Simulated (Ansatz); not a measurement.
GaP (wurtzite, space group No. 186), DFT-LDA in the program Ansatz with PAW potentials, all energies at zero smearing, with the estimated change up to a 700 eV cutoff added, with one set of potentials and settings (totals compare only within such a set). Cell of 4 atoms (2 Ga, 2 P): -8867.503 eV.

```
element            reference phase  E (eV/atom)
-------  -------------------------  -----------
Ga       Cmce, 4 atoms in the cell   -3706.9815
P        Cmce, 4 atoms in the cell    -725.9596
```

Formation energy per atom, worked out: (-8867.503 − 2×(-3706.9815) − 2×(-725.9596))/4 = -0.405 eV/atom (-39 kJ per mol of atoms), at 0 K, without zero-point energy or fitted corrections.

Space group P6_3mc (wurtzite). The workflow started from a Materials Project entry (that database holds measured and hypothetical structures alike); the Crystallography Open Database copy checked does not list it. It is not the phase usual at ambient conditions (space group No. 216). Symmetry was held in the LDA relaxation; whether a distortion lowers the energy is not shown. The references are the lowest solids computed at this level, not always the standard phases. Spin–orbit coupling is left out wherever it is not named.

Potentials: the later of the program's two PAW sets.
